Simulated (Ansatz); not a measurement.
RuClBr as a Janus 1T monolayer at its r2SCAN geometry, run in Ansatz 0.2.0 at 3 levels of theory. Note: simulated data, non-magnetic, for a generated structure that need not be the stable one.

The HSE06+SOC input:
```yaml
crystal:
  lattice:
    - [3.661647472, 0.0, 0.0]
    - [-1.830823736, 3.1710797305, 0.0]
    - [0.0, 0.0, 29.9556252544]
  atoms:
    - { symbol: Ru, position: [0.0, 0.0, 0.3014584007] }
    - { symbol: Cl, position: [0.3333333333, 0.6666666667, 0.3431505609] }
    - { symbol: Br, position: [0.6666666667, 0.3333333333, 0.2567242528] }
  periodic: [true, true, false]
kpoints:
  mp_grid: { grid: [6, 6, 1] }
  band_path:
    path:
      - [0.0, 0.0, 0.0]
      - [0.5, 0.0, 0.0]
      - [0.3333333333, 0.3333333333, 0.0]
      - [0.0, 0.244792, 0.0]
      - [0.0, 0.229167, 0.0]
      - [0.0, 0.25, 0.0]
    npoints: 1
hamiltonian:
  xc: hse06
scf:
  occupations: { method: fixed }
  n_extra_bands: 8
magnetization:
  noncollinear: true
  spin_orbit: true
output:
  eigenvalues: true
```

Main results, then, where recorded, the levels near the gap in eV from the Fermi energy (columns number the bands from 0), one row a point of the path (Γ, M, K, Γ–M (0.49), Γ–M (0.46), Γ–M (0.50)):
```
Crystal: 3 atoms, lattice volume = 347.826 Å³
Symmetry: 6 space group operations + 6 with time reversal
Magnetic group: BNS 156.50 (UNI 1280)
```
```
Basis set: ecut = 420 eV, 6749 PW (Γ)
k-points: 7 of 36 (time reversal used)
Exchange kernel: α = 0.2500, screened, ω = 0.2079 Å⁻¹, Wigner–Seitz truncation, v(0) = 1046.4219 eV·Å³, q-mesh 6×6×1
hybrid outer 1: dexx = +5.735e-2 eV, tail = 1.83e-4 eV
hybrid outer 2: dexx = +2.345e-5 eV, tail = 1.22e-7 eV, Δε = 1.06e-2 eV
hybrid SCF converged: 2 outer / 13 inner (+7 warm-up)
Free energy (F): -9745.194958 eV
Fermi energy:    -6.078295 eV
```
```tsv
band_24	band_25	band_26	band_27	band_28	band_29	band_30	band_31	band_32	band_33	band_34	band_35
-1.266	-1.266	-1.181	-1.181	-0.183	-0.183	3.633	3.633	3.637	3.637	5.047	5.047
-1.143	-1.143	-0.559	-0.559	-0.293	-0.293	3.655	3.655	3.863	3.863	6.926	6.926
-0.965	-0.957	-0.403	-0.269	-0.220	-0.043	3.190	3.205	3.536	3.564	8.396	8.398
-1.029	-1.026	-0.547	-0.542	-0.016	0.016	2.934	2.942	3.469	3.481	6.148	6.156
-1.025	-1.022	-0.574	-0.569	-0.012	0.022	2.917	2.925	3.468	3.480	6.046	6.056
-1.031	-1.028	-0.539	-0.535	-0.018	0.013	2.942	2.951	3.470	3.482	6.181	6.190
```

With HSE06+SOC the gap is 2.90 eV and direct, at Γ–M (0.46 of the way from Γ).

**Question.** Another run on the same cell gave
```
Basis set: ecut = 420 eV, 6749 PW (Γ)
k-points: 7 of 36 (time reversal used)
hybrid outer 1: dexx = +9.511e-2 eV, tail = 1.69e-4 eV
hybrid outer 2: dexx = +1.265e-5 eV, tail = 1.23e-7 eV, Δε = 5.48e-3 eV, ΔF = 1.84e-2 eV/Å
hybrid outer 3: dexx = +1.173e-8 eV, tail = 1.12e-9 eV, Δε = 1.95e-4 eV, ΔF = 1.05e-4 eV/Å
hybrid SCF converged: 3 outer / 19 inner (+4 warm-up)
Free energy (F): -9746.614002 eV
Fermi energy:    -6.523755 eV
--- Forces (eV/Å), atoms counted from 1 ---
  atom   1  Ru      0.00000      0.00000      0.09978
  atom   2  Cl      0.00000      0.00000    -0.11245
  atom   3  Br      0.00000      0.00000      0.01279
--- 2D stress c σ (N/m, compression-positive) ---
       -0.330980       0.000000       0.000000
        0.000000      -0.330980       0.000000
        0.000000       0.000000       0.000000
  P = ½ c Tr σ = -0.3310 N/m
```
```tsv
band_12	band_13	band_14	band_15	band_16	band_17
-1.175	-1.175	-0.173	4.459	4.459	5.771
-1.086	-0.476	-0.317	4.486	4.691	7.739
-0.911	-0.269	-0.119	4.018	4.374	9.215
-0.979	-0.481	0.020	3.744	4.297	6.837
-0.975	-0.509	0.025	3.727	4.295	6.734
-0.980	-0.473	0.017	3.753	4.298	6.872
```
Which level of theory and mesh gave it?

**Answer.** It is PBE0, judged by the exchange loop and the size of the gap (a near hybrid could fit too), on 6×6×1; the blocks that differ from the first input, but for the band path:
```yaml
hamiltonian:
  xc: pbe0
scf:
  occupations: { method: fixed }
  n_extra_bands: 4
output:
  forces: true
  stress: true
  eigenvalues: true
```
(magnetization left out)
PBE0 gives a direct gap of 3.70 eV at Γ–M (0.46 of the way from Γ). The mean stress, -0.3 N/m, is small, and the program warns that its thresholds are loose for a hybrid's stress.

**Question.** In the first input these blocks are replaced (the band path and keys that only write files left aside):
```yaml
hamiltonian:
  xc: r2scan0
scf:
  occupations: { method: fixed }
  n_extra_bands: 4
output:
  forces: true
  stress: true
  eigenvalues: true
```
(magnetization left out)
What comes out?

**Answer.**
```
Basis set: ecut = 500 eV, 8893 PW (Γ)
k-points: 7 of 36 (time reversal used)
Exchange kernel: α = 0.2500, full range, Wigner–Seitz truncation, v(0) = 18275.2399 eV·Å³, q-mesh 6×6×1
hybrid outer 1: dexx = +4.978e-2 eV, tail = 1.06e-4 eV
hybrid outer 2: dexx = +4.891e-6 eV, tail = 4.91e-8 eV, Δε = 6.19e-3 eV, ΔF = 7.67e-3 eV/Å
hybrid outer 3: dexx = +3.877e-9 eV, tail = 1.44e-10 eV, Δε = 1.40e-4 eV, ΔF = 3.64e-4 eV/Å
hybrid SCF converged: 3 outer / 23 inner (+5 warm-up)
Free energy (F): -9766.669951 eV
Fermi energy:    -6.825309 eV
--- Forces (eV/Å), atoms counted from 1 ---
  atom   1  Ru      0.00000      0.00000      0.12438
  atom   2  Cl      0.00000      0.00000    -0.00849
  atom   3  Br      0.00000      0.00000    -0.11588
--- 2D stress c σ (N/m, compression-positive) ---
       -0.322659       0.000000       0.000000
        0.000000      -0.322659       0.000000
        0.000000       0.000000       0.000000
  P = ½ c Tr σ = -0.3227 N/m
```
```tsv
band_12	band_13	band_14	band_15	band_16	band_17
-1.180	-1.180	-0.160	4.796	4.796	6.332
-1.062	-0.519	-0.351	4.837	5.076	8.189
-0.947	-0.295	-0.142	4.388	4.750	9.708
-0.967	-0.507	0.009	4.119	4.651	7.375
-0.965	-0.533	0.016	4.100	4.649	7.271
-0.968	-0.499	0.005	4.128	4.652	7.411
```
r2SCAN0 gives a direct gap of 4.08 eV at Γ–M (0.46 of the way from Γ). The mean stress, -0.3 N/m, is small, and the program warns that its thresholds are loose for a hybrid's stress.

Totals of different functionals, or with and without spin-orbit coupling, can't be compared.

Only the levels marked +SOC include spin-orbit coupling.

The meshes of the hybrids are coarse, so their gaps aren't converged to the digits shown.

For some runs the program warns that the potential is rough where the density is thin, which bears on empty states near the vacuum.
